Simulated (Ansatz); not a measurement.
TiH: input, output and frames of a trajectory

Method: DFT PBEsol, scalar-relativistic, plane waves, PAW in Ansatz 0.2.0. Cutoff 420 eV, shifted (0.5, 0.5, 0.5 steps) 2×2×2 k-points, Fermi–Dirac smearing of 0.069 eV. The mesh is coarse. No spin polarisation.

16 atoms, starting at 1.02 times the perfect crystal's volume (space group Fm-3m, the cell as given, not relaxed at this level); Nosé–Hoover thermostat at 800 K, fixed cell; 139 steps of 1 fs. The run is short and not equilibrated. The time step is on the long side.

Self-consistency was reached.

Time: 83 s on 4 threads of Intel(R) Xeon(R) Platinum 8488C (Sapphire Rapids) (shared host), peak memory 0.55 GiB.

Command:
```bash
ansatz run input.yaml --threads 4 --pin off --max-ram 5120MiB --backend cpu --events-out ev --progress --plain --runs-dir out
```

Input:
```yaml
crystal:
  lattice:
    - [-4.2070733555, 4.2070733555, 0.0]
    - [0.0, 4.2070733555, -4.2070733555]
    - [-4.2070733555, 0.0, -4.2070733555]
  atoms:
    - { symbol: Ti, position: [0.0, 0.5, 0.5] }
    - { symbol: Ti, position: [0.0, 0.0, 0.5] }
    - { symbol: Ti, position: [0.0, 0.5, 0.0] }
    - { symbol: Ti, position: [0.0, 0.0, 0.0] }
    - { symbol: Ti, position: [0.5, 0.5, 0.5] }
    - { symbol: Ti, position: [0.5, 0.0, 0.5] }
    - { symbol: Ti, position: [0.5, 0.5, 0.0] }
    - { symbol: Ti, position: [0.5, 0.0, 0.0] }
    - { symbol: H, position: [0.25, 0.75, 0.75] }
    - { symbol: H, position: [0.25, 0.25, 0.75] }
    - { symbol: H, position: [0.25, 0.75, 0.25] }
    - { symbol: H, position: [0.25, 0.25, 0.25] }
    - { symbol: H, position: [0.75, 0.75, 0.75] }
    - { symbol: H, position: [0.75, 0.25, 0.75] }
    - { symbol: H, position: [0.75, 0.75, 0.25] }
    - { symbol: H, position: [0.75, 0.25, 0.25] }
basis:
  ecutwfc: 420
kpoints:
  mp_grid: { grid: [2, 2, 2], shift: [0.5, 0.5, 0.5] }
hamiltonian:
  xc: pbesol
scf:
  occupations: { method: fermi_dirac, width: 0.0689 }
  lower_state_search: "off"
  convergence: { dr2_threshold: 1.0e-07 }
output:
  forces: true
  stress: true
md:
  timestep: 1.0
  n_steps: 139
  ensemble: nvt_nose_hoover
  temperature: 800.0
  initial_velocities: maxwell_boltzmann
  seed: 91529
```

Output (its end):
```
...
SCF converged after 6 iterations
Free energy (F): -19921.741184 eV
Harris-Foulkes:  -19921.741184 eV  (|F-HF|=5.12e-9)
Internal energy: -19921.485221 eV  (E = F + TS)
E sigma→0 (E₀):  -19921.613203 eV
Entropy (-TS):   -0.255963 eV (-15.998 meV/atom)
Fermi energy:    13.142138 eV
--- Per-component energies (eV) ---
  E_band       = -1227.633489
  E_kinetic    = 2300.601448
  E_local      = -6525.862176  (includes V_loc(G=0)·N_el)
  E_nonlocal   = 86.990867
  E_hartree    = 2678.383382
  E_xc         = -851.979052
  E_vxc        = -1074.574913  (∫ρ·V_xc dr)
  E_paw        = -8185.775441  (= ΣΔE_a)
  E_vpaw       = -1371.549269  (= ΣTr[D̂ρ^β])
  E_aug_tail   = -0.008129  (compensation charges beyond the density's cutoff)
  E_ewald      = -9424.951195
  E_core_change = 1.115074  (= ΣΔE_core)
  E_smearing   = -0.255963  (= −TS)
  E_closure    = 0.000000  (closes the sum)
  Σ components = -19921.741184   (vs F -19921.741184, Δ=0.00e0)
--- Forces (eV/Å), atoms counted from 1 ---
  atom   1  Ti     1.32243215     0.39350046     0.36764248
  atom   2  Ti    -0.56902463     0.23914995    -0.50752557
  atom   3  Ti    -0.81484889    -0.30610056    -0.21016241
  atom   4  Ti     0.33189137    -0.47717944     0.35753045
  atom   5  Ti    -0.34142316    -0.45697197    -0.16031210
  atom   6  Ti    -0.02125973    -0.12519342    -0.24450500
  atom   7  Ti     0.27925554     0.75426104    -0.64720750
  atom   8  Ti    -0.84867734    -0.41773881    -0.34115560
  atom   9  H      0.18148134    -0.03131368     0.05080035
  atom  10  H      0.42861585     0.26889214     0.04400490
  atom  11  H      0.06455944     0.03783117     0.46684995
  atom  12  H     -0.60723717    -0.02781175     0.10188748
  atom  13  H      0.74597040    -0.03752040    -0.24024636
  atom  14  H     -0.01101462     0.15239850     0.03583929
  atom  15  H      0.14194081    -0.15948712     0.64315125
  atom  16  H     -0.28266767     0.19329462     0.28341256
  max |Σ_I F_I| component: 1.07e-5 eV/Å
--- Stress (GPa, compression-positive) ---
       -2.100123       0.992170      -0.138809
        0.992171      -4.005973       0.238998
       -0.138809       0.238997      -3.244952
  P = ⅓ Tr σ = -3.1170 GPa (-31.170 kbar)
--- MD trajectory: 139 steps, t = 0.0 → 139.0 fs ---
  final state: T = 536.7 K   F+E_penalty+E_count = -19921.74118400 eV   E_kin = 1.040701 eV
  conserved energy: peak-to-peak 6.102e-3 eV (3.814e-4 eV/atom) over 139.0 fs
```

Frames along the run (Å, eV/Å; dE is the potential energy from the first frame):

```xyz
16
Lattice="-4.207 4.207 0.000 0.000 4.207 -4.207 -4.207 0.000 -4.207" Properties=species:S:1:pos:R:3:forces:R:3 pbc="T T T" time_fs=0.00 dE_eV=0.0000 T_K=800
Ti   -2.104    2.104   -4.207    0.000    0.000    0.000
Ti   -2.104    0.000   -2.104    0.000    0.000    0.000
Ti    0.000    2.104   -2.104    0.000    0.000    0.000
Ti    0.000    0.000    0.000    0.000    0.000    0.000
Ti   -4.207    4.207   -4.207    0.000    0.000    0.000
Ti   -4.207    2.104   -2.104    0.000    0.000    0.000
Ti   -2.104    4.207   -2.104    0.000    0.000    0.000
Ti   -2.104    2.104    0.000    0.000    0.000    0.000
H    -4.207    4.207   -6.311    0.000    0.000    0.000
H    -4.207    2.104   -4.207    0.000    0.000    0.000
H    -2.104    4.207   -4.207    0.000    0.000    0.000
H    -2.104    2.104   -2.104    0.000    0.000    0.000
H    -6.311    6.311   -6.311    0.000    0.000    0.000
H    -6.311    4.207   -4.207    0.000    0.000    0.000
H    -4.207    6.311   -4.207    0.000    0.000    0.000
H    -4.207    4.207   -2.104    0.000    0.000    0.000
16
Lattice="-4.207 4.207 0.000 0.000 4.207 -4.207 -4.207 0.000 -4.207" Properties=species:S:1:pos:R:3:forces:R:3 pbc="T T T" time_fs=11.00 dE_eV=0.8027 T_K=389
Ti   -2.044    2.154   -4.186   -0.874   -0.149    0.022
Ti   -2.129    0.013   -2.121   -0.138    0.556   -0.306
Ti   -0.011    2.039   -2.071    0.082    0.917   -0.321
Ti    0.043    0.023   -0.011   -0.497   -0.047    0.202
Ti   -4.251    4.126   -4.182    0.122    0.996    0.125
Ti   -4.228    2.130   -2.140   -0.368   -0.181    0.339
Ti   -2.092    4.274   -2.122   -0.110   -0.341    0.238
Ti   -2.103    2.054    0.003   -0.217    0.203   -0.053
H    -4.195    4.228   -6.085   -0.015   -0.039   -0.651
H    -4.250    2.164   -4.284    0.066   -0.282    0.212
H    -1.961    4.193   -4.482   -0.187    0.039    0.891
H    -2.354    2.259   -1.965    0.705   -0.241   -0.272
H    -6.494    6.572   -6.459    0.277   -0.789    0.200
H    -6.309    4.261   -4.191    0.012   -0.072   -0.023
H    -4.418    6.338   -4.084    0.979   -0.048   -0.176
H    -4.296    4.343   -1.951    0.164   -0.521   -0.427
16
Lattice="-4.207 4.207 0.000 0.000 4.207 -4.207 -4.207 0.000 -4.207" Properties=species:S:1:pos:R:3:forces:R:3 pbc="T T T" time_fs=21.00 dE_eV=0.6457 T_K=474
Ti   -2.004    2.197   -4.167   -0.215   -0.585   -0.118
Ti   -2.155    0.033   -2.141    0.150   -0.047    0.152
Ti   -0.019    1.997   -2.048    0.411    0.750   -0.451
Ti    0.073    0.042   -0.017   -0.282   -0.674    0.277
Ti   -4.287    4.071   -4.159    0.554    0.941   -0.422
Ti   -4.253    2.150   -2.167    0.236   -0.560    0.628
Ti   -2.083    4.328   -2.134    0.062   -1.258    0.372
Ti   -2.106    2.013    0.004    0.498    0.234   -0.203
H    -4.205    4.206   -6.379   -0.024   -0.004    0.136
H    -4.233    2.020   -4.192   -0.002    0.269   -0.082
H    -2.015    4.220   -4.057   -0.078   -0.038   -0.443
H    -2.032    2.171   -2.089   -0.200   -0.122   -0.006
H    -6.386    6.208   -6.390    0.136    0.530    0.104
H    -6.303    4.245   -4.200   -0.047   -0.016   -0.046
H    -3.927    6.326   -4.140   -1.280    0.109   -0.069
H    -4.229    4.092   -2.146    0.079    0.470    0.172
16
Lattice="-4.207 4.207 0.000 0.000 4.207 -4.207 -4.207 0.000 -4.207" Properties=species:S:1:pos:R:3:forces:R:3 pbc="T T T" time_fs=32.00 dE_eV=0.8842 T_K=358
Ti   -1.966    2.231   -4.149   -0.858   -0.667   -0.356
Ti   -2.181    0.056   -2.161   -0.034   -0.383    0.088
Ti   -0.018    1.969   -2.032    0.471    1.051   -0.555
Ti    0.099    0.050   -0.019   -0.328   -0.599   -0.010
Ti   -4.316    4.032   -4.143    0.703    1.050   -0.537
Ti   -4.276    2.161   -2.182    0.667   -0.389    0.618
Ti   -2.072    4.358   -2.138    0.065   -1.027    0.256
Ti   -2.104    1.974    0.001   -0.299    0.567   -0.268
H    -4.223    4.180   -6.526    0.092    0.035    0.553
H    -4.215    2.076   -4.172   -0.024   -0.045   -0.172
H    -2.178    4.200   -4.077    0.028   -0.023   -0.323
H    -1.918    1.962   -2.225   -0.475    0.294    0.327
H    -6.155    6.328   -6.196   -0.573    0.055   -0.104
H    -6.328    4.213   -4.244    0.053    0.053    0.060
H    -4.296    6.395   -4.309    0.643    0.038    0.074
H    -4.064    4.187   -2.187   -0.132   -0.010    0.349
16
Lattice="-4.207 4.207 0.000 0.000 4.207 -4.207 -4.207 0.000 -4.207" Properties=species:S:1:pos:R:3:forces:R:3 pbc="T T T" time_fs=43.00 dE_eV=1.0723 T_K=273
Ti   -1.948    2.250   -4.137   -0.445   -0.444   -0.061
Ti   -2.207    0.072   -2.179    0.235    0.120   -0.226
Ti   -0.005    1.967   -2.029    0.285    1.067   -0.629
Ti    0.117    0.042   -0.019   -0.390   -0.104    0.462
Ti   -4.328    4.019   -4.139    0.500    1.295   -0.386
Ti   -4.287    2.161   -2.182    0.062   -0.048    0.445
Ti   -2.060    4.360   -2.132    0.055   -0.940    0.311
Ti   -2.107    1.946   -0.008   -0.424    0.515   -0.210
H    -4.182    4.180   -6.180   -0.165   -0.049   -0.267
H    -4.224    2.094   -4.286   -0.046   -0.175    0.287
H    -2.328    4.181   -4.521   -0.049    0.098    0.739
H    -2.286    2.061   -2.058    0.333    0.058   -0.092
H    -6.351    6.612   -6.118    0.084   -0.867   -0.201
H    -6.310    4.230   -4.229   -0.007    0.020    0.036
H    -4.184    6.534   -4.440    0.054   -0.177    0.272
H    -4.010    4.278   -1.914   -0.080   -0.368   -0.481
16
Lattice="-4.207 4.207 0.000 0.000 4.207 -4.207 -4.207 0.000 -4.207" Properties=species:S:1:pos:R:3:forces:R:3 pbc="T T T" time_fs=53.00 dE_eV=1.1639 T_K=238
Ti   -1.948    2.257   -4.127   -0.365   -0.568   -0.166
Ti   -2.227    0.085   -2.197    0.292   -0.243    0.599
Ti    0.012    1.988   -2.040   -0.049    0.640   -0.294
Ti    0.126    0.031   -0.011   -0.369   -0.208    0.125
Ti   -4.328    4.035   -4.143    0.193    0.838    0.033
Ti   -4.293    2.159   -2.171    0.056   -0.360    0.579
Ti   -2.048    4.341   -2.121   -0.124   -1.250    0.089
Ti   -2.115    1.931   -0.021    0.275    0.403    0.255
H    -4.249    4.140   -6.089    0.056   -0.049   -0.489
H    -4.278    1.983   -4.196   -0.050    0.407   -0.080
H    -2.462    4.241   -4.387    0.389   -0.189    0.135
H    -2.330    2.257   -1.965    0.460   -0.324   -0.382
H    -6.469    6.238   -6.247    0.519    0.394   -0.151
H    -6.295    4.276   -4.190   -0.053    0.046   -0.147
H    -3.879    6.564   -4.396   -1.189   -0.111    0.047
H    -4.061    4.070   -2.028   -0.042    0.574   -0.153
16
Lattice="-4.207 4.207 0.000 0.000 4.207 -4.207 -4.207 0.000 -4.207" Properties=species:S:1:pos:R:3:forces:R:3 pbc="T T T" time_fs=64.00 dE_eV=0.9176 T_K=391
Ti   -1.956    2.250   -4.121   -1.583   -0.775   -0.429
Ti   -2.242    0.095   -2.207    0.500   -0.180    0.278
Ti    0.032    2.027   -2.059    0.209    0.547   -0.350
Ti    0.127    0.015    0.002   -0.472   -0.177   -0.179
Ti   -4.322    4.073   -4.151    0.561    0.920   -0.550
Ti   -4.300    2.151   -2.146    0.298    0.016    0.210
Ti   -2.038    4.290   -2.106   -0.465   -0.772    0.190
Ti   -2.123    1.926   -0.031   -0.146    0.540   -0.268
H    -4.246    4.073   -6.417    0.139    0.162    0.245
H    -4.364    2.144   -4.166    0.142   -0.312   -0.182
H    -2.282    4.161   -3.996    0.012    0.150   -0.401
H    -1.946    2.154   -2.173   -0.264   -0.061    0.294
H    -6.217    6.224   -6.538   -0.425    0.124    0.425
H    -6.310    4.380   -4.263    0.077    0.057    0.110
H    -4.399    6.399   -4.249    1.383   -0.024   -0.057
H    -4.158    4.254   -2.268    0.033   -0.215    0.663
16
Lattice="-4.207 4.207 0.000 0.000 4.207 -4.207 -4.207 0.000 -4.207" Properties=species:S:1:pos:R:3:forces:R:3 pbc="T T T" time_fs=75.00 dE_eV=0.7458 T_K=512
Ti   -1.992    2.226   -4.125   -0.332   -0.262   -0.449
Ti   -2.245    0.101   -2.209    1.019   -0.474    0.307
Ti    0.060    2.081   -2.087    0.419    0.005   -0.063
Ti    0.117   -0.004    0.010   -0.484    0.178   -0.405
Ti   -4.304    4.133   -4.168    0.473    0.279    0.003
Ti   -4.300    2.141   -2.116    0.069    0.102   -0.159
Ti   -2.039    4.215   -2.086   -0.344   -0.241    0.148
Ti   -2.135    1.933   -0.046    0.501    0.528    0.088
H    -4.147    4.140   -6.479   -0.345    0.046    0.431
H    -4.310    2.080   -4.293    0.112   -0.035    0.255
H    -1.975    4.191   -4.042   -0.045    0.031   -0.252
H    -1.844    1.971   -2.157   -0.390    0.459    0.203
H    -6.320    6.505   -6.461   -0.019   -0.422    0.213
H    -6.282    4.515   -4.246   -0.087   -0.298    0.104
H    -4.045    6.148   -4.122   -0.635    0.295   -0.094
H    -4.220    4.274   -1.989    0.088   -0.191   -0.330
16
Lattice="-4.207 4.207 0.000 0.000 4.207 -4.207 -4.207 0.000 -4.207" Properties=species:S:1:pos:R:3:forces:R:3 pbc="T T T" time_fs=86.00 dE_eV=0.7092 T_K=572
Ti   -2.045    2.194   -4.140   -0.394   -0.110   -0.112
Ti   -2.225    0.096   -2.202    0.783   -0.421    0.766
Ti    0.095    2.138   -2.117   -0.380   -0.393    0.491
Ti    0.095   -0.020    0.010   -0.239    0.127   -0.239
Ti   -4.275    4.204   -4.186   -0.002   -0.246    0.408
Ti   -4.298    2.132   -2.087    0.073   -0.179   -0.298
Ti   -2.047    4.131   -2.060   -0.340    0.365    0.155
Ti   -2.134    1.953   -0.059    0.487    0.457    0.739
H    -4.292    4.257   -6.127    0.245   -0.116   -0.417
H    -4.143    1.972   -4.222   -0.125    0.353    0.007
H    -1.806    4.233   -4.446   -0.450   -0.146    0.219
H    -2.158    2.180   -1.974    0.033   -0.308   -0.489
H    -6.408    6.417   -6.093    0.460   -0.064   -0.356
H    -6.317    4.387   -4.144    0.053   -0.078   -0.298
H    -4.109    6.158   -4.076   -0.265    0.366   -0.295
H    -4.188    4.096   -1.995    0.061    0.394   -0.281
16
Lattice="-4.207 4.207 0.000 0.000 4.207 -4.207 -4.207 0.000 -4.207" Properties=species:S:1:pos:R:3:forces:R:3 pbc="T T T" time_fs=96.00 dE_eV=0.8554 T_K=536
Ti   -2.105    2.163   -4.157   -0.931   -0.071   -0.043
Ti   -2.189    0.082   -2.183    0.528   -0.022   -0.073
Ti    0.121    2.183   -2.138   -0.042   -0.771    0.221
Ti    0.068   -0.032    0.005   -0.491    0.433   -0.313
Ti   -4.246    4.268   -4.196    0.135   -0.472    0.027
Ti   -4.293    2.121   -2.066    0.048    0.052   -0.529
Ti   -2.063    4.060   -2.032   -0.251    0.960   -0.049
Ti   -2.118    1.983   -0.059    0.536    0.335    0.295
H    -4.277    4.273   -6.152    0.133   -0.095   -0.408
H    -4.109    2.144   -4.128   -0.304   -0.039   -0.180
H    -1.997    4.144   -4.527   -0.084    0.188    0.707
H    -2.428    2.161   -2.136    0.542   -0.300    0.013
H    -6.158    6.214   -6.091   -0.780   -0.003   -0.362
H    -6.320    4.151   -4.252    0.044    0.111    0.158
H    -4.505    6.428   -4.234    1.056   -0.266   -0.048
H    -4.117    4.216   -2.263   -0.138   -0.042    0.585
16
Lattice="-4.207 4.207 0.000 0.000 4.207 -4.207 -4.207 0.000 -4.207" Properties=species:S:1:pos:R:3:forces:R:3 pbc="T T T" time_fs=107.00 dE_eV=0.9215 T_K=541
Ti   -2.187    2.125   -4.178    0.215    0.281   -0.636
Ti   -2.135    0.064   -2.160    0.206   -0.290    0.055
Ti    0.150    2.216   -2.154   -0.696   -0.822    0.380
Ti    0.028   -0.036   -0.009   -0.113    0.180   -0.644
Ti   -4.211    4.329   -4.205   -0.490   -0.708    0.135
Ti   -4.289    2.110   -2.056   -0.173   -0.190   -1.034
Ti   -2.085    4.001   -2.004   -0.083    1.105   -0.650
Ti   -2.089    2.024   -0.050    0.138    0.058    0.350
H    -4.151    4.210   -6.544   -0.133    0.063    0.677
H    -4.309    2.300   -4.181    0.302   -0.295   -0.005
H    -2.271    4.201   -4.025    0.466   -0.082   -0.201
H    -2.310    1.916   -2.282   -0.005    0.803    0.505
H    -6.396    6.023   -6.481    0.538    0.178    0.284
H    -6.283    4.021   -4.233   -0.039    0.324    0.148
H    -4.218    6.422   -4.388   -0.042   -0.370    0.689
H    -4.172    4.341   -2.092   -0.090   -0.234   -0.054
16
Lattice="-4.207 4.207 0.000 0.000 4.207 -4.207 -4.207 0.000 -4.207" Properties=species:S:1:pos:R:3:forces:R:3 pbc="T T T" time_fs=118.00 dE_eV=1.0693 T_K=493
Ti   -2.269    2.092   -4.212    0.589    0.401    0.118
Ti   -2.075    0.042   -2.135   -0.196    0.294    0.113
Ti    0.164    2.229   -2.162   -0.880   -0.861    0.663
Ti   -0.017   -0.034   -0.034    0.094   -0.019    0.364
Ti   -4.184    4.371   -4.212   -0.320   -1.418    0.027
Ti   -4.287    2.094   -2.066    0.162    0.034   -0.102
Ti   -2.111    3.969   -1.985    0.105    1.946    0.014
Ti   -2.055    2.069   -0.033    0.341   -0.095    0.377
H    -4.153    4.209   -6.368   -0.146    0.104    0.129
H    -4.243    2.175   -4.258   -0.027   -0.106    0.082
H    -2.181    4.234   -3.845    0.155   -0.108   -0.852
H    -2.065    2.173   -2.007    0.030   -1.001   -0.230
H    -6.297    6.003   -6.534    0.081    0.217    0.538
H    -6.276    4.196   -4.103   -0.001    0.009   -0.396
H    -3.916    6.180   -4.052   -0.273    0.680   -0.337
H    -4.291    4.245   -1.964    0.284   -0.079   -0.506
16
Lattice="-4.207 4.207 0.000 0.000 4.207 -4.207 -4.207 0.000 -4.207" Properties=species:S:1:pos:R:3:forces:R:3 pbc="T T T" time_fs=128.00 dE_eV=1.1260 T_K=488
Ti   -2.333    2.071   -4.243    1.109    0.756    0.413
Ti   -2.022    0.027   -2.109   -0.382   -0.058   -0.100
Ti    0.158    2.225   -2.155   -0.743   -0.424    0.522
Ti   -0.056   -0.034   -0.054    0.693   -0.285    0.083
Ti   -4.165    4.384   -4.216   -0.071   -0.620    0.549
Ti   -4.281    2.080   -2.079    0.496   -0.146   -0.211
Ti   -2.131    3.974   -1.971    0.443    0.885   -0.578
Ti   -2.016    2.108   -0.008    0.223   -0.341    0.332
H    -4.272    4.272   -6.049    0.005   -0.146   -0.856
H    -4.218    1.941   -4.256   -0.296    0.115    0.108
H    -1.981    4.181   -4.386   -0.501    0.100    0.277
H    -1.818    1.929   -1.922   -0.099    0.627   -0.289
H    -6.178    6.158   -6.141   -0.586    0.095   -0.465
H    -6.271    4.357   -4.244    0.027   -0.452    0.273
H    -3.892    6.417   -4.042   -0.262   -0.275   -0.431
H    -4.191    4.087   -2.233   -0.056    0.167    0.371
16
Lattice="-4.207 4.207 0.000 0.000 4.207 -4.207 -4.207 0.000 -4.207" Properties=species:S:1:pos:R:3:forces:R:3 pbc="T T T" time_fs=139.00 dE_eV=1.0690 T_K=537
Ti   -2.378    2.062   -4.267    1.322    0.394    0.368
Ti   -1.972    0.010   -2.090   -0.569    0.239   -0.508
Ti    0.134    2.210   -2.136   -0.815   -0.306   -0.210
Ti   -0.087   -0.040   -0.073    0.332   -0.477    0.358
Ti   -4.147    4.383   -4.214   -0.341   -0.457   -0.160
Ti   -4.266    2.061   -2.098   -0.021   -0.125   -0.245
Ti   -2.146    4.002   -1.968    0.279    0.754   -0.647
Ti   -1.970    2.145    0.026   -0.849   -0.418   -0.341
H    -4.381    4.223   -6.343    0.181   -0.031    0.051
H    -4.326    1.838   -4.135    0.429    0.269    0.044
H    -2.121    4.187   -4.401    0.065    0.038    0.467
H    -1.752    2.071   -2.105   -0.607   -0.028    0.102
H    -6.419    6.451   -6.234    0.746   -0.038   -0.240
H    -6.251    4.167   -4.188   -0.011    0.152    0.036
H    -4.080    6.376   -4.394    0.142   -0.159    0.643
H    -4.131    4.066   -2.204   -0.283    0.193    0.283
```